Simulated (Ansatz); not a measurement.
Mg (hcp, Mg type)

```
Mg
1.0
    3.18642     0.00000     0.00000
   -1.59321     2.75952     0.00000
    0.00000     0.00000     5.22378
Mg
2
Direct
  0.33333   0.66667   0.75000
  0.66667   0.33333   0.25000
```

The slice is a (1 -1 0 0) plane (indices of the conventional cell) through the point (0.667, 0.333, 0.250) (fractional), spanned by u = [110] and v = [001] in vectors of this cell: u (3.19 Å) and v (5.22 Å, at 90° to u). It covers one period; positions are fractions (u, v).

These are PBE (plane waves to 420 eV, PAW, scalar-relativistic; Ansatz, an electronic-structure program) values and carry that method's errors. k mesh 17×17×9. Inside the PAW spheres the values are not all-electron values, and peaks at nuclei hang on which shells count as valence. Mg was relaxed with its symmetry unable to fall.

Question: What is the ELF at the midpoint of the shortest Mg–Mg line in this plane (3.19 Å)?

Answer: 0.58.

Question: What is the valence density on the shortest Mg–Mg line in this plane (3.19 Å), at its midpoint?

Answer: 0.10 e/Å³.

Question: Sketch the electron localisation function (ELF) on this plane as a map.

Answer: 
```
|xxxxxx**--    ..++##%%##++..    --**xxxx|
|xxxxxx++::    ::**##%%##**::    ::++xxxx|
|xx++++--      --**##%%##**--      --++++|
|----::      ::++##########++::      ::--|
|          ..==**##########**==..        |
|        ::==**##############**==::      |
|..::::==++**##################**++==::::|
|++******############**############******|
|%%%%%%%%%%######**********######%%%%%%%%|
|%%%%%%%%%%####**++++++++++**####%%%%%%%%|
|@@@@@@%%%%##**++==------==++**##%%%%@@@@|
|@@@@@@%%%%##++--::......::--++##%%%%@@@@|
|@@@@@@%%##**--..          ..--**##%%@@@@|
|@@@@@@%%##++::              ::++##%%@@@@|
|@@@@@@%%##==..              ..==##%%@@@@|
|@@@@@@%%##==..              ..==##%%@@@@|
|@@@@@@%%##==..              ..==##%%@@@@|
|@@@@@@%%##++::              ::++##%%@@@@|
|@@@@@@%%##**--..          ..--**##%%@@@@|
|@@@@@@%%%%##++--::......::--++##%%%%@@@@|
|@@@@@@%%%%##**++==------==++**##%%%%@@@@|
|%%%%%%%%%%####**++++++++++**####%%%%%%%%|
|%%%%%%%%%%######**********######%%%%%%%%|
|++******############**############******|
|..::::==++**##################**++==::::|
|        ::==**##############**==::      |
|          ..==**##########**==..        |
|----::      ::++##########++::      ::--|
|xx++++--      --**##%%##**--      --++++|
|xxxxxx++::    ::**##%%##**::    ::++xxxx|
|xxxxxx**--    ..++##%%##++..    --**xxxx|
|xxxxxxxx==    ..++##%%##++..    ==xxxxxx|
```
Scale: ten equal steps from 0.05 (start of ' ') to 0.69 (end of '@'), in the order ' .:-=+*#%@'. Values: electron localisation function (ELF). The map has 20 points along u (two characters each, u = 0 at the left) and 32 along v (v = 0 in the bottom row). Points within 0.5 Å of a nucleus are blanked (x), as the pseudised field means little there.
